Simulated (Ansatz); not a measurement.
Consider the following.

BN:
```xyz
4
Lattice="2.4970 0.0000 0.0000 -1.2485 2.1625 0.0000 0.0000 0.0000 6.6618" Properties=species:S:1:pos:R:3 pbc="T T T"
B      0.0000     0.0000     4.9964
B      0.0000     0.0000     1.6655
N      1.2485     0.7208     1.6655
N      0.0000     1.4417     4.9964
```

This is the r²SCAN+D4-relaxed structure. Tensor components refer to the Cartesian frame of this cell.

Problem. All from DFT-r²SCAN+D4 in the program Ansatz with PAW potentials, unless another level is named. Estimate the electron effective mass.

Solution. 0.50, 0.50, 0.75 mₑ (principal values).

Problem. Next, the HSE06 gap on the r²SCAN+D4 cell?

Solution. 4.95 eV.

Problem. Predict the formation energy from the elements (no fitted shifts).

Solution. -1.38 eV/atom.

Problem. Give the band gap.

Solution. 4.22 eV (smallest direct gap 4.24 eV).

Problem. Give the valence-band maximum.

Solution. off the standard path, at k = (0.312, 0.333, 0.000).

Space group P6_3/mmc. The first step of the workflow began from a Materials Project structure, measured or hypothetical. Its sites differ from those of the usual phase in this space group: another stacking or structure type. The cell was relaxed with r²SCAN+D4 under the symmetry of its start; phonons on a q-mesh show no instability. The references are the lowest solids computed at this level, not always the standard phases (solids in place of the gases).

Potentials: the earlier of the program's two PAW sets.
